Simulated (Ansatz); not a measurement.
This Be2P structure is the end of a relaxation. The cell was found from a structure generator's guess, not taken from experiment.

The calculation used DFT PBE, scalar-relativistic, plane waves, PAW (Ansatz). Cutoff 420 eV, Γ-centred mesh, Gaussian smearing, no spin polarisation.

```
CELL_PARAMETERS angstrom
1.71634 0.99093 7.41333
-1.71634 0.99093 7.41333
0.00000 -1.98186 7.41333
ATOMIC_POSITIONS crystal
Be 0.86050 0.86050 0.86050
Be 0.04681 0.04681 0.04681
Be 0.13936 0.13936 0.13936
Be 0.95206 0.95206 0.95206
P 0.23865 0.23865 0.23865
P 0.42643 0.42643 0.42643
```

The zero of energy is the elements' standard structures at the same level; no fitted shifts are applied. The references include black phosphorus.

(1) What space group does it have?

(2) What is its formation energy per atom?

(3) Is it a metal?

## Answers

(1) R3m (No. 160). Conventional cell: a = 3.433 Å, c = 22.240 Å. Around Be on its first site lie 1 Be at 2.04 Å, 3 P at 2.22 Å and 3 Be at 2.32 Å; Be on its second site is surrounded by 2 Be at 2.06–2.11 Å and 3 P at 2.23 Å; Be on its third site is surrounded by 1 Be at 2.06 Å, 4 P at 2.21–2.23 Å and 3 Be at 2.32 Å; around P on its first site lie 7 Be at 2.21–2.24 Å; 2 more sites not described.

(2) +0.08 eV/atom. The separate elements lie lower, so it is unstable against them.

(3) Yes, bands cross the Fermi level on the 12×12×12 mesh.

The last run used a 12×12×12 mesh for its 6-atom cell and Gaussian smearing of 0.10 eV. The reference form of P is held partly by dispersion forces, which this level lacks. This cell was reached by moving the atoms of another relaxed cell at random and relaxing again, last within the group found; it had no such test of its own.
